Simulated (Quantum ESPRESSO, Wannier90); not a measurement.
Wannierisation of TlCl (CsCl type)

```
begin unit_cell_cart
ang
    3.8374700000    0.0000000000    0.0000000000
    0.0000000000    3.8374700000    0.0000000000
    0.0000000000    0.0000000000    3.8374700000
end unit_cell_cart
begin atoms_frac
Tl   0.0000000000  0.0000000000  0.0000000000
Cl   0.5000000000  0.5000000000  0.5000000000
end atoms_frac
```

Cell from Materials Project (mp-23167), symmetrised, no further relaxation. COD (Crystallography Open Database) has an entry of this formula and space group (matched by these alone). Level: LDA, no spin polarisation, no spin-orbit coupling; pw.x of Quantum ESPRESSO at 50 Ry with PseudoDojo potentials, 8×8×8 k-points, Wannier90. Density: 8×8×8 mesh, cold smearing 0.01 Ry. Spin-orbit coupling is left out although heavy elements are present.

Band 1 is isolated and gives one Wannier function a cell (Cl2 3s 90 %, Tl1 6p 8 %; spread 0.93 Å²). Its on-site energy is ε = -13.356 eV relative to the valence-band maximum, and its hoppings t(R) = t(−R) to the nearer images are (images within this range that aren't listed have |t| under 5 meV):

| R (lattice vectors; −R alike) | distance (Å) | t (eV) |
|---|---|---|
| 0 0 1 | 3.84 | -0.043 |
| 0 1 0 | 3.84 | -0.043 |
| 1 0 0 | 3.84 | -0.043 |

**Question.** Work out the band energy at Γ, X, M, R from these numbers.

**Answer.** For one orbital E(k) = ε + Σ_R 2 t(R) cos(2π k·R), the sum over the listed R.
- Γ, k = (0.000, 0.000, 0.000): E = -13.356 + (-0.043)·(6.00) = -13.61 eV; pw.x: -13.66 eV
- X, k = (0.000, 0.500, 0.000): E = -13.356 + (-0.043)·(2.00) = -13.44 eV; pw.x: -13.40 eV
- M, k = (0.500, 0.500, 0.000): E = -13.356 + (-0.043)·(-2.00) = -13.27 eV; pw.x: -13.29 eV
- R, k = (0.500, 0.500, 0.500): E = -13.356 + (-0.043)·(-6.00) = -13.10 eV; pw.x: -13.09 eV

At these points the listed shells miss the plane-wave band by up to 0.05 eV, of a width of 0.57 eV on the path. With all its hoppings the model misses the band by 0.0 meV at worst on the whole path, so most of the miss comes from the hoppings not listed.
